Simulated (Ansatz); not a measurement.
Relaxed-ion elastic tensor of SnIr (NiAs type, P6_3/mmc) in GPa (Voigt order), DFT-PBEsol in the program Ansatz with PAW potentials; density 13.45 g/cm³, 19.19 Å³ per atom.

```
 209   148   138   0.0   0.0   0.0
 148   209   138   0.0   0.0   0.0
 138   138   312   0.0   0.0   0.0
 0.0   0.0   0.0   108   0.0   0.0
 0.0   0.0   0.0   0.0   108   0.0
 0.0   0.0   0.0   0.0   0.0  30.2
```

### Question
Is the crystal mechanically stable?

### Answer
Yes: the smallest eigenvalue of C is 30.2 GPa.

### Question
Work out the Voigt, Reuss and Hill averages.

### Answer
K_V = 175, K_R = 171, K_H = 173; G_V = 69.8, G_R = 50.6, G_H = 60.2 GPa.

### Question
Give Young's modulus, Poisson's ratio, Pugh's ratio and the universal anisotropy index.

### Answer
E = 9KG/(3K + G) = 162 GPa; ν = 0.34; K/G = 2.88 (ductile by the Pugh limit of 1.75); A_U = 5G_V/G_R + K_V/K_R − 6 = 1.93.

### Question
Estimate the sound speeds and the Debye temperature.

### Answer
v_l = √((K + 4G/3)/ρ) = 4340 m/s, v_t = √(G/ρ) = 2120 m/s, mean 2380 m/s; Θ = (h/k)(3n/4πV)^(1/3) v_m = 264 K.

### Question
How much does each axis shrink under pressure?

### Answer
Linear compressibilities β_i = Σ_j S_ij (j = 1 to 3): x 2.4, y 2.4, z 1.1 per TPa.

The workflow started from an entry of the Crystallography Open Database (COD). Whether it is the stable phase at ambient conditions was not checked. The PBEsol relaxation kept the symmetry of its start; its stability against distortions is not shown here. The run is not spin-polarised. As this level gives no gap, shear constants depend on the k-mesh and smearing (Fermi–Dirac, 0.1 eV here). Spin–orbit coupling is left out wherever it is not named.

Potentials: the later of the program's two PAW sets.
